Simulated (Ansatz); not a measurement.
HfO2:
```yaml
crystal:
  lattice:
    - [4.83851, 0.00000, 0.00000]
    - [0.00000, 4.83851, 0.00000]
    - [0.00000, 0.00000, 3.22052]
  atoms:
    - { symbol: Hf, position: [0.00000, 0.00000, 0.00000] }
    - { symbol: Hf, position: [0.50000, 0.50000, 0.50000] }
    - { symbol: O, position: [0.19492, 0.80508, 0.50000] }
    - { symbol: O, position: [0.80508, 0.19492, 0.50000] }
    - { symbol: O, position: [0.69492, 0.69492, 0.00000] }
    - { symbol: O, position: [0.30508, 0.30508, 0.00000] }
```

This is the r²SCAN-relaxed structure.

Problem. All from r²SCAN in the plane-wave PAW code Ansatz, unless another level is named. Predict the gap with spin–orbit coupling.

Solution. 4.52 eV.

Problem. Predict the electron effective mass with spin–orbit coupling.

Solution. 0.67, 0.84, 0.84 mₑ (principal values).

Problem. Give the hole effective mass with spin–orbit coupling.

Solution. 2.0, 2.0, 2.3 mₑ (principal values).

Problem. What about the HSE06 gap on the r²SCAN cell?

Solution. 5.64 eV.

Problem. Next, the weight of the valence-edge state by species (Voronoi cells)?

Solution. O 99 %.

Problem. Give the valence-band maximum.

Solution. at Γ.

Space group P4_2/mnm (rutile). The first step of the workflow began from a Materials Project structure, measured or hypothetical; the Crystallography Open Database copy checked does not list it. It is not the phase usual at ambient conditions (space group No. 14, 29). Symmetry was held in the r²SCAN relaxation; of distortions, only those at the zone centre were tested. No spin polarisation was allowed. Scalar-relativistic: spin–orbit coupling is off unless named, which matters more the heavier the elements.

Potentials: the earlier of the program's two PAW sets.
